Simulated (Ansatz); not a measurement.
Wurtzite AlN, relaxed with r2SCAN: 8 runs in Ansatz, each a construction of maximally localised Wannier functions. Space group P6_3mc (No. 186), hexagonal; a = 3.107 Å, c = 4.979 Å in the conventional setting, 10.40 Å³ an atom. Al has 4 N at 1.89–1.90 Å; N has 4 Al at 1.89–1.90 Å. Spin-unpolarised throughout; all numbers are computed.

```xyz
4
Lattice="3.1067 0.0000 0.0000 -1.5533 2.6905 0.0000 0.0000 0.0000 4.9786" Properties=species:S:1:pos:R:3 pbc="T T T"
Al    0.0000    1.7937   -0.0164
Al    1.5533    0.8968    2.4729
N     0.0000    1.7937    1.8834
N     1.5533    0.8968    4.3727
```

Windows count from the top of the filled bands; a dash means that no such window was set (without an outer window there is no disentanglement). Rows marked drawn have settings drawn at random (some not listed).

```
functional  SCF mesh  trial orbitals  functions     mesh  window (eV)  frozen (eV)  settings  Ω total (Å²)  Ω invariant (Å²)  largest spread (Å²)  least projectability  interpolation miss of the model's filled bands (eV, to the nearest computed level)
       PBE     9×9×4        N s, N p          8    6×6×4            –            –    chosen          7.40              6.17                 0.94                  0.90                                                                               0.023
       PBE     9×9×4        N s, N p          8    6×6×2            –            –    chosen          7.17              5.94                 0.91                  0.90                                                                               0.171
       PBE     9×9×4        N s, N p          8  12×12×6            –            –    chosen          7.64              6.42                 0.97                  0.90                                                                               0.003
       PBE     9×9×4             N p          6    6×6×4            –            –    chosen          7.69              7.63                 1.32                  0.80                                                                               0.021
    r2SCAN     9×9×4        N s, N p          8    6×6×4            –            –    chosen          7.20              5.98                 0.91                  0.91                                                                               0.019
    r2SCAN     9×9×4             N p          6    6×6×4            –            –    chosen          7.44              7.38                 1.27                  0.81                                                                               0.018
     HSE06     6×6×4        N s, N p          8    6×6×4            –            –    chosen          7.17              5.96                 0.91                  0.91                                                                                   –
       PBE     9×9×4        N s, N p          8    5×5×5            –            –     drawn          7.32              6.10                 0.94                  0.91                                                                               0.061
```

A dash in the last column means that the miss wasn't evaluated.

For N s, N p with PBE the spread goes 7.17 Å² (6×6×2), 7.40 Å² (6×6×4), 7.64 Å² (12×12×6): finite differences on a coarse mesh understate it.
